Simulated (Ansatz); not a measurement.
YMgAg:
```yaml
crystal:
  lattice:
    - [7.65464, 0.00000, 0.00000]
    - [-3.82732, 6.62912, 0.00000]
    - [0.00000, 0.00000, 4.16430]
  atoms:
    - { symbol: Y, position: [0.58706, 0.00000, 0.50000] }
    - { symbol: Y, position: [0.41294, 0.41294, 0.50000] }
    - { symbol: Y, position: [0.00000, 0.58706, 0.50000] }
    - { symbol: Ag, position: [0.33333, 0.66667, 0.00000] }
    - { symbol: Ag, position: [0.66667, 0.33333, 0.00000] }
    - { symbol: Ag, position: [0.00000, 0.00000, 0.50000] }
    - { symbol: Mg, position: [0.24416, 0.00000, 0.00000] }
    - { symbol: Mg, position: [0.75584, 0.75584, 0.00000] }
    - { symbol: Mg, position: [0.00000, 0.24416, 0.00000] }
```

Relaxed with r²SCAN. Special points in fractions of this cell's reciprocal vectors: Γ (0.000, 0.000, 0.000); M (0.500, 0.000, 0.000); K (0.333, 0.333, 0.000); A (0.000, 0.000, 0.500); L (0.500, 0.000, 0.500); H (0.333, 0.333, 0.500).

### Question
List the band energies nearest the Fermi level at these points for the program Ansatz at the r²SCAN with spin–orbit coupling level (PAW).

### Answer
In eV from the Fermi level; about four levels below and three above (degenerate sets whole), none deeper than 8.9 eV; points with the same levels are listed once.

```json
[
 {"k": "Γ", "below": "-2.29 -2.29 -2.27 -2.27", "above": "0.65 0.65 0.80 0.80"},
 {"k": "M", "below": "-0.88 -0.88 -0.14 -0.14", "above": "0.01 0.01 0.46 0.46"},
 {"k": "K", "below": "-1.95 -1.95 -1.87 -1.87", "above": "0.29 0.29 0.40 0.40 0.40 0.40"},
 {"k": "A", "below": "-0.25 -0.25 -0.17 -0.17", "above": "0.02 0.02 1.22 1.22"},
 {"k": "L", "below": "-0.34 -0.34 -0.29 -0.29", "above": "0.16 0.16 1.39 1.39"},
 {"k": "H", "below": "-0.38 -0.38 -0.30 -0.30", "above": "0.53 0.53 1.31 1.31"}
]
```

Space group P-62m. The workflow started from an entry of the Crystallography Open Database (COD). Whether it is the stable phase at ambient conditions was not checked. Symmetry was held in the r²SCAN relaxation; its stability against distortions is not shown here. No spin polarisation was allowed.

Potentials: the later of the program's two PAW sets.
